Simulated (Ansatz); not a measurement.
**Be3N2 under pressure**

Computed with DFT PBEsol, scalar-relativistic, plane waves, PAW in Ansatz. Settings: 420 eV plane-wave cutoff, Γ-centred 9×9×9 mesh, fixed occupations. No spin polarisation. Phonons by linear response, acoustic sum rule imposed.

Relaxed structure:
```yaml
crystal:
  lattice:
    - [1.41755, 0.81842, 4.85233]
    - [-1.41755, 0.81842, 4.85233]
    - [0.00000, -1.63684, 4.85233]
  atoms:
    - { symbol: Be, position: [0.85891, 0.85891, 0.85891] }
    - { symbol: Be, position: [0.31765, 0.31765, 0.31765] }
    - { symbol: Be, position: [0.08889, 0.08889, 0.08889] }
    - { symbol: N, position: [0.20418, 0.20418, 0.20418] }
    - { symbol: N, position: [0.70847, 0.70847, 0.70847] }
```

Optical modes at Γ (cm⁻¹) at zero pressure: 355, 402, 471, 596, 705, 841, 928, 938.

Task: Under hydrostatic pressure the same modes lie at 369, 445, 565, 708, 773, 968, 1032, 1054 cm⁻¹. What is the pressure, and how much has the cell shrunk?

Result: 25 GPa; the volume is 9.3 % smaller.